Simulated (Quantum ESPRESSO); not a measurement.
## One change at a time to Cu2Ga2Mo3W

All numbers below are calculated, not measured. They come from Quantum ESPRESSO 7.5, a public plane-wave density functional program. Each row is one single-point run on a made-up periodic cell of eight metal atoms, with elements, volume, strain and displacements drawn at random and not relaxed, so a cell may be unstable or far from any real phase. There is no spin polarisation or spin-orbit coupling.

Settings: PBE unless stated; PseudoDojo standard norm-conserving files; Fermi-Dirac width 0.25 eV, which means electrons at about 2900 K; cutoff 1252 eV; 7 x 5 x 4 k mesh shifted half a step off Gamma. E is the free energy of the whole cell (internal energy minus TS), so a -TS column is already part of it. Stress is positive in tension, and the pressure P is minus a third of its trace.

Checks: one run of this series was repeated at a higher cutoff and on a denser mesh, which moved values by no more than 0.003 eV, 0.04 GPa and 0.006 eV/Å, and a second program with other atomic files agreed on it to 2 % rms in force and 0.5 GPa in pressure. Known limits: the copper pseudopotential is less sure than most, with forces differing by about three percent and pressure by about two GPa from a second method on plain copper; heavy elements are run without spin-orbit coupling, which real alloys of them have; a spin test at this wide smearing found no moment, but such smearing suppresses magnetism that the real alloy may have.

The lattice is face-centred cubic, and the cell vectors in Å are (-3.890, 0.000, 0.000); (-1.945, -3.890, -1.945); (-1.945, -3.890, 5.835), a volume of 117.71 Å³ in run 1. The elements on sites 1 to 8 are W Ga Ga Cu Cu Mo Mo Mo. Each later run makes one change to run 1 and keeps the rest. E is counted from run 1, and is n/a where other atomic files have another zero of energy.

```
run,change,V (Å³),P (GPa),-TS (eV),rms force (eV/Å),largest change of a force component (eV/Å),E (eV)
1,none,117.71,7.17,-1.232,1.041,0.000,0.000
2,sites 3 and 7 exchanged,117.71,10.19,-1.169,1.086,0.697,0.178
3,all lengths scaled by -1.12 %,113.80,14.93,-1.187,1.212,0.393,0.267
4,LDA in place of PBE,117.71,-5.02,-1.240,0.906,0.283,n/a
5,In on site 4,117.71,21.41,-1.193,1.045,1.413,n/a
6,site 8 moved by -0.20 Å along y,117.71,11.15,-1.193,1.417,2.104,?
```

## Worked estimate

Along the move dE = -F dx. The force on site 8 along y is 1.155 eV/Å in run 1 and 3.260 eV/Å in run 6, and the move is -0.20 Å, so the mean force times the move gives an estimate.

## Withheld value

Question: what E should run 6 give?

The estimate is 0.442 eV. The calculation gave 0.427 eV. The mean of two end points misses the curvature of the force.
